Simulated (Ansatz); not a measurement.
Suppose BaH₆Rh takes space group Fm-3m (No. 225), with Ba on 4b; H on 24e; Rh on 4a. Recipe of this trial structure of BaH₆Rh: ordered mixture on the cation sites of rhenium trioxide (occupants of the shared sites, in ratio, Rh: 1, Ba: 1).

These are results of DFT PBE, scalar-relativistic, plane waves, PAW in Ansatz, not measurements. Cutoff 420 eV, Γ-centred mesh, Gaussian smearing, collinear spin.

Formation energies are uncorrected and refer to the elements' standard structures at the same level (H₂ as a molecule).

Question: Which cell and coordinates does it relax to?

Answer:

Space group Fm-3m (No. 225). a = 8.299 Å, b = 8.299 Å, c = 8.299 Å, α = 90.00°, β = 90.00°, γ = 90.00°
```csv
atom,site,symmetry,x,y,z
Ba,4b,m-3m,0.5000,0.0000,0.0000
H,24e,4m.m,0.1991,0.0000,0.0000
Rh,4a,m-3m,0.0000,0.0000,0.0000
```

Around Ba lie 6 H at 2.50 Å; H is surrounded by 1 Rh at 1.65 Å, 4 H at 2.34 Å and 1 Ba at 2.50 Å; Rh has 6 H at 1.65 Å. Another local minimum with the same sites may exist.

Question: Where does its energy lie, and is it a metal?

Answer: The energy over the elements is +0.06 eV/atom and the gap on the 8×8×8 mesh of the 8-atom cell is 0 eV (a metal). The net moment per atom is 0.12 μB and the moment by site is Rh 0.4 μB. It can't be a ground state, since the elements alone are lower.

The last run used collinear spin and Gaussian smearing of 0.10 eV. With hydrogen, zero-point motion can shift formation energies by some tens of meV/atom. The magnetic state reached may not be the lowest. Symmetry constrained the relaxation, so the result can be a saddle point. Site moments count only spheres around the atoms; the net moment includes the space between them.
